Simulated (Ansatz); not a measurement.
All-electron LAPW in Ansatz 0.2.0 under PBEsol, scalar-relativistic, energies extrapolated to zero smearing. Slabs are 1×1 cells cut from bulk crystals relaxed on PAW files, with atoms then relaxed, 16 to 20 Å of vacuum, a dipole correction, k spacings of 0.16 to 0.26 Å⁻¹ and smearing of 0.02 to 0.1 eV, without spin–orbit coupling or spin polarisation. The bulk type named needn't be the stable one, and no reconstruction is allowed.

(1) Order these slabs by work function, lowest first.
A. fcc Cu (110), 5 layers
B. fcc Pt (100), 5 layers
C. fcc Cu (111), 7 layers
D. fcc Ag (111), 5 layers

## Answers

(1) A (4.49 eV), D (4.58 eV), C (4.95 eV), B (5.78 eV).
